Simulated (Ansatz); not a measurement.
# ReAgF6, a known structure type with other elements, at an estimated volume

```yaml
crystal:
  lattice:
    - [3.56509, 2.05831, 2.46358]
    - [-3.56509, 2.05831, 2.46358]
    - [0.00000, -4.11661, 2.46359]
  atoms:
    - { symbol: F, position: [0.19260, 0.92010, 0.29050] }
    - { symbol: F, position: [0.29050, 0.19260, 0.92010] }
    - { symbol: F, position: [0.92010, 0.29050, 0.19260] }
    - { symbol: F, position: [0.80740, 0.07990, 0.70950] }
    - { symbol: F, position: [0.70950, 0.80740, 0.07990] }
    - { symbol: F, position: [0.07990, 0.70950, 0.80740] }
    - { symbol: Re, position: [0.00000, 0.00000, 0.00000] }
    - { symbol: Ag, position: [0.50000, 0.50000, 0.50000] }
```

The numbers come from plane-wave PAW DFT (Ansatz): r2SCAN, no spin polarisation, 500 eV, 6×6×6 Γ-centred k points, fermi-dirac occupations (width 0.1 eV). Nothing was relaxed.

(1) Where is the largest force?

(2) Is the cell too large or too small?

(3) Metal or insulator?

(4) What do density and ELF say about some of the short contacts?

(5) What is the formation energy?

(6) Give the Bader charges.

Origin: a known structure type with other elements, at an estimated volume, so it need not be a known compound. Caveats: many states at the Fermi level without spin polarisation, so a magnetic state may lie lower; the Fermi level lies in a narrow band between gaps, which spin or distortion may split; correlation that this level lacks may open a gap in such a compound; atoms or cell far from equilibrium.

## Answers

(1) The largest is on F1 (and as large on other atoms): 10.13 eV/Å, components (5.78, -5.82, 5.95). It makes 180° with the line to a nearest neighbour, Re7 at 1.69 Å, pointing away from it.

(2) The pressure is 50.5 GPa (compression positive), so with the atoms held at these fractions the cell would first expand; the forces are large, so a full relaxation may end otherwise. The principal stresses 49.6, 49.6, 52.2 GPa differ, so its shape would change too.

(3) It is a metal on this mesh, though the bands barely overlap, with about 8.6 states/eV a cell as the mean within 0.25 eV of the Fermi level, mostly Re d (55 %), F p (28 %) and Ag s (13 %).

(4) F–Re at 1.69 Å: least valence density 1.67 e/Å³ and ELF 0.23 there. Ag–F at 2.83 Å: least valence density 0.10 e/Å³ and ELF 0.03 there. Both are smooth PAW fields, read partly inside the augmentation spheres.

(5) -1.30 eV an atom against the elements' usual phases (free molecules for gases, crystals otherwise, with no correction for O₂ or N₂), so it is bound against them; other compounds may still compete. Relaxing would lower it.

(6) Bader charges in e: Re +3.23, Ag +0.59, F -0.64. In the mean Re gives up most and F takes most.
